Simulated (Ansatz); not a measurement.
Cd2TeS in space group P3m1 (No. 156; Cd on 1c, Cd on 1a, Te on 1a, S on 1c) at seven volumes, the program Ansatz at the LDA level (PAW), shape and atoms relaxed at each. One row is withheld.

```json
[
 {"V (Å³/atom)": "25.625", "P (GPa)": "6.26"},
 {"V (Å³/atom)": "26.470", "P (GPa)": "?"},
 {"V (Å³/atom)": "27.315", "P (GPa)": "1.75"},
 {"V (Å³/atom)": "28.160", "P (GPa)": "0.00"},
 {"V (Å³/atom)": "29.004", "P (GPa)": "-1.48"},
 {"V (Å³/atom)": "29.849", "P (GPa)": "-2.72"},
 {"V (Å³/atom)": "30.694", "P (GPa)": "-3.78"}
]
```

**Question.** Fit the shown pressures and predict the withheld one.

**Answer.** P = (3/2)B₀(x^(7/2) − x^(5/2))[1 + (3/4)(B′ − 4)(x − 1)] with x = (V₀/V)^(2/3). Least squares on the six rows gives V₀ = 28.160 Å³/atom, B₀ = 53.4 GPa, B′ = 4.58. At V = 26.470, x = 1.0421 and P = 3.81 GPa. The run itself gave 3.81 GPa.

The first step of the workflow began from a Materials Project structure, measured or hypothetical; the Crystallography Open Database copy checked does not list it. Its standing as an ambient phase is unchecked. Symmetry was held in the LDA relaxation; of distortions, only those at the zone centre were tested. Scalar-relativistic: spin–orbit coupling is off unless named, which matters more the heavier the elements.

Potentials: the later of the program's two PAW sets.
